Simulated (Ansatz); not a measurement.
5 guesses for Mg3NbO2 and where they end

Theory: Ansatz 0.2.0, DFT PBE, scalar-relativistic, plane waves, PAW. Settings: cutoff 420 eV, Γ-centred meshes spaced at most about 0.3 Å⁻¹, and about 0.25 Å⁻¹ or finer for metals (2π included), Gaussian smearing. Collinear spin in cells that started with moments and kept them past the coarse steps, no spin elsewhere.

Each guess was relaxed in cell and atoms at zero pressure, within the symmetry of its start. Temperature and zero-point effects are left out. Coordination counts O atoms around Mg and Nb (those within 1.25 times the shortest such distance or 1.15 times the sum of covalent radii; the shortest distance is added where it is long for a bond; a slash parts the counts of unlike sites).

```
guess      made from  start group  V start (Å³/atom)  end group  V end (Å³/atom)  coordination at the end  gap on mesh (eV)  largest moment (μB)  E over the lowest end (meV/atom)
    1    random cell       P6/mmm               16.0     P6/mmm             19.4    Mg 2, Nb 6 from 3.8 Å                 0                  2.1                               451
    2  Ho2AlFe3 type         R-3m               14.8       R-3m             29.0               Mg 2, Nb 2                 0                    -                               474
    3  Er2Mg3Ru type       P4/mmm               17.7          ?                ?                        ?                 ?                    ?                                 ?
    4  NdAl2Pt3 type       P6/mmm               14.1     P6/mmm             13.7    Mg 4, Nb 6 from 3.4 Å                 0                    -                                 0
    5    random cell        P-6m2               13.7      P-6m2             23.5               Mg 1, Nb 2                 0                    -                              1395
```

Guess 3 as it starts:

```yaml
crystal:
  lattice:
    - [3.05448, 0.00000, 0.00000]
    - [0.00000, 3.05448, 0.00000]
    - [0.00000, 0.00000, 11.36634]
  atoms:
    - { symbol: Mg, position: [0.00000, 0.00000, 0.66477] }
    - { symbol: Mg, position: [0.00000, 0.00000, 0.33523] }
    - { symbol: Mg, position: [0.50000, 0.50000, 0.50000] }
    - { symbol: Nb, position: [0.00000, 0.00000, 0.00000] }
    - { symbol: O, position: [0.50000, 0.50000, 0.86814] }
    - { symbol: O, position: [0.50000, 0.50000, 0.13186] }
```

Q: Predict the end of this guess and its energy over the lowest end.

A: It ends in space group P4/mmm (No. 123), with a = 2.822 Å, c = 10.763 Å, 14.3 Å³/atom and no gap, without spin. It lies 129 meV/atom over the lowest end, above guess 4 and below guess 1. Counting O atoms around Mg and Nb, this end has Mg 4 from 2.6 Å/2+8 from 4.2 Å, Nb 8 and the lowest (guess 4) has Mg 4, Nb 6 from 3.4 Å.

```xyz
6
Lattice="2.8224 0.0000 0.0000 0.0000 2.8224 0.0000 0.0000 0.0000 10.7629" Properties=species:S:1:pos:R:3 pbc="T T T"
Mg    0.0000    0.0000    7.8445
Mg    0.0000    0.0000    2.9184
Mg    1.4112    1.4112    5.3815
Nb    0.0000    0.0000    0.0000
O     1.4112    1.4112    9.5532
O     1.4112    1.4112    1.2097
```

The zero of energy is the elements' standard structures at the same level (O₂ as a molecule); no fitted shifts are applied.

Q: Is the lowest end bound against the elements?

A: Yes: its formation energy is −1.03 eV/atom. A negative formation energy is needed for stability but isn't enough: competing phases decide.

In P6/mmm at 13.7 Å³/atom, P4/mmm, R-3m, P-6m2 an odd number of electrons in the primitive cell allows no gap without spin; a larger cell or a magnetic state could open one. A magnetic state wasn't ruled out in cells without spin, among them P6/mmm at 13.7 Å³/atom, R-3m, P-6m2. The magnetic state reached may not be the lowest. Cells relaxed within their symmetry can be saddle points. A lower structure may well exist outside this small set. Some candidate types were left out of the draw beforehand, so a known form may be missing.
